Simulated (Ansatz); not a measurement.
Bands of Zr₃Ag

```xyz
4
Lattice="4.5660 0.0000 0.0000 0.0000 4.5660 0.0000 0.0000 0.0000 3.9860" Properties=species:S:1:pos:R:3 pbc="T T T"
Zr    2.2830    2.2830    0.0000
Zr    0.0000    2.2830    1.9930
Zr    2.2830    0.0000    1.9930
Ag    0.0000    0.0000    0.0000
```

Atoms are numbered in the order listed.

The conventional cell has a = 4.566 Å, b = 4.566 Å, c = 3.986 Å, α = 90.00°, β = 90.00°, γ = 90.00°. Around Zr (atom 1) lie 8 Zr at 3.03 Å and 4 Ag at 3.23 Å. Zr (atom 2) is surrounded by 8 Zr at 3.03 to 3.23 Å and 4 Ag at 3.03 Å. Ag (atom 4) has 12 Zr at 3.03 to 3.23 Å as nearest neighbours.

The geometry is COD entry 1509571, unchecked; take it as a test cell.

Spin polarisation is left out, and whether a magnetic state lies lower isn't shown here.

Level of theory: DFT, LDA, all-electron LAPW, scalar-relativistic (Ansatz 0.2.0).

The runs use a Γ-centred 7×7×8 k mesh, Fermi–Dirac smearing of 0.05 eV, basis error target 1 meV/atom, no spin polarisation.

Points in fractions of the reciprocal vectors of this cell: Γ (0, 0, 0), X (0, 0.5, 0), M (0.5, 0.5, 0), Z (0, 0, 0.5), R (0, 0.5, 0.5), A (0.5, 0.5, 0.5). The path runs Γ–X–M–Γ–Z–R–A–Z–X. Energies are in eV from the Fermi level; (×n) counts levels within 4 meV of each other, which need not be degenerate by symmetry.

Question: Is there a gap?

Answer: none: with an odd electron count and no spin polarisation the bands can't all be full, a metal in this set-up (in compounds, spin order or a distortion in a larger cell can open a gap).

Question: List the levels between -20 and 3 eV at the symmetry points.

Answer: 
Γ: -6.17, -5.37, -5.28, -5.05, -5.03 (×2), -3.51, -0.90, -0.87 (×2), -0.83, -0.18, 2.15 (×2)
X: -5.12, -5.02, -4.94, -4.73, -4.67, -3.78, -3.71, -2.19, -1.09, -0.93, -0.05, 0.81, 0.89, 0.99, 1.48, 1.62, 2.67, 2.78, 2.92
M: -4.91, -4.85, -4.66 (×2), -4.53, -3.20, -2.39 (×2), -1.07, -0.35, -0.31 (×2), 0.37, 1.63 (×2), 1.87 (×2), 2.00, 2.47
Z: -4.84, -4.82, -4.82, -4.74 (×2), -3.35, -3.11, -1.66, -0.90 (×2), -0.85, 0.88, 0.91 (×2), 2.24 (×2), 2.26, 2.57
R: -5.05, -4.79, -4.76, -4.72, -4.46, -2.92, -2.09, -2.01, -1.27, -0.65, -0.50, -0.45, -0.19, 1.18, 1.28, 2.45, 2.74, 2.84
A: -5.24 (×2), -5.15, -4.72, -4.58, -3.98, -1.77 (×2), -1.12, 0.05, 0.63, 0.89 (×2), 1.33 (×2), 1.92, 2.99
